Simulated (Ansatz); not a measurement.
SiC:
Space group P6₃/mmc (No. 194); a = b = 3.148 Å, c = 4.653 Å, α = β = 90.00°, γ = 120.00°

| atom | site | symmetry | x | y | z |
|---|---|---|---|---|---|
| Si | 2c | -6m2 | 0.3333 | 0.6667 | 0.2500 |
| C | 2d | -6m2 | 0.6667 | 0.3333 | 0.2500 |

Relaxed at zero pressure with LDA (plane waves, PAW; program Ansatz).

**Question.** The volume is lowered by 3 % and shape and atoms relax at that volume. What pressure results, and how do the axes share the change?

**Answer.** 4.8 GPa; a -0.3 %, b -0.3 %, c -2.4 %; the energy rises by 4 meV/atom.

**Question.** Give the new structure.

**Answer.** 
Space group P6₃/mmc (No. 194); a = 3.139 Å, b = 3.139 Å, c = 4.540 Å, α = 90.00°, β = 90.00°, γ = 120.00°

```json
[
 {"atom": "Si", "site": "2c", "symmetry": "-6m2", "x": "0.3333", "y": "0.6667", "z": "0.2500"},
 {"atom": "C", "site": "2d", "symmetry": "-6m2", "x": "0.6667", "y": "0.3333", "z": "0.2500"}
]
```

The phase is kept; no other phase was compared at this pressure.

Space group P6_3/mmc. The start of the workflow was typed in or built on a structure type; neither database checked (COD, Materials Project) lists it. It is not the phase usual at ambient conditions (space group No. 186, 216). The cell was relaxed with LDA under the symmetry of its start. At this level the phase is dynamically unstable (imaginary phonons). The volume moved by -49 % from the start of the relaxation. Its formation energy is positive at this level, so the cell may be metastable or incomplete. A crystal of weakly bound layers computed without a dispersion correction: the cell and the soft elastic constants depend strongly on that.

Potentials: the later of the program's two PAW sets.
